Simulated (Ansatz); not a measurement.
ZnCdO2:
```
CELL_PARAMETERS angstrom
      3.38052     0.00000     0.00000
     -1.69026     2.92761     0.00000
      0.00000     0.00000     5.62302
ATOMIC_POSITIONS crystal
  Zn 0.00000 0.00000 0.99646
  Cd 0.66667 0.33333 0.48920
  O  0.66667 0.33333 0.09821
  O  0.00000 0.00000 0.65213
```

Cartesian axes are those of the cell as given.

### Question
Give the proper piezoelectric stress tensor with relaxed ions from the program Ansatz at the r²SCAN level (PAW).

### Answer
In C/m², rows x, y, z, Voigt columns; mesh uncertainty up to 0.01.
```
 0.00   0.00   0.00   0.00   0.66  -0.31
-0.31   0.31   0.00   0.66   0.00   0.00
 0.51   0.51  -1.01   0.00   0.00   0.00
```

The elastic tensor of the same run (GPa):

```
 148  95.5   101   1.8   0.0   0.0
95.5   148   101  -1.8   0.0   0.0
 101   101   206   0.0   0.0   0.0
 1.8  -1.8   0.0  18.0   0.0   0.0
 0.0   0.0   0.0   0.0  18.0   1.8
 0.0   0.0   0.0   0.0   1.8  26.3
```

### Question
Convert to strain constants d = e·S.

### Answer
In pC/N:
```
  0.0    0.0    0.0    0.0   38.2  -14.6
 -7.3    7.3    0.0   38.2    0.0    0.0
  6.9    6.9  -11.7    0.0    0.0    0.0
```

Space group P3m1. The workflow started from a Materials Project entry (that database holds measured and hypothetical structures alike); the Crystallography Open Database copy checked does not list it. Its standing as an ambient phase is unchecked. The cell was relaxed with r²SCAN under the symmetry of its start; of distortions, only those at the zone centre were tested.

Potentials: the later of the program's two PAW sets.
